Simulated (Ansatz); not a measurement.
YNbN₃ in space group R3c (No. 161; Y on 6a, Nb on 6a, N on 18b), DFT-PBE in the program Ansatz with PAW potentials, all energies at zero smearing, with the estimated change up to a 700 eV cutoff added, with one set of potentials and settings (totals compare only within such a set). Cell of 10 atoms (2 Y, 2 Nb, 6 N): -19115.093 eV.

```json
[
 {"element": "Y", "reference phase": "P6_3/mmc, 2 atoms in the cell", "E (eV/atom)": "-3848.6897"},
 {"element": "Nb", "reference phase": "Im-3m, 1 atoms in the cell", "E (eV/atom)": "-4552.3152"},
 {"element": "N", "reference phase": "Pa-3, 8 atoms in the cell", "E (eV/atom)": "-384.0342"}
]
```

Formation energy per atom, worked out: (-19115.093 − 2×(-3848.6897) − 2×(-4552.3152) − 6×(-384.0342))/10 = -0.888 eV/atom (-86 kJ per mol of atoms), at 0 K, without zero-point energy or fitted corrections.

The start of the workflow was typed in or built on a structure type; neither database checked (COD, Materials Project) lists it. Its standing as an ambient phase is unchecked. Symmetry was held in the PBE relaxation; its stability against distortions is not shown here. Spin order of the final state: ferromagnetic, the only order run, not a proven ground state. No Hubbard U is applied. The references are the lowest solids computed at this level, not always the standard phases (solids in place of the gases).

Potentials: the earlier of the program's two PAW sets.
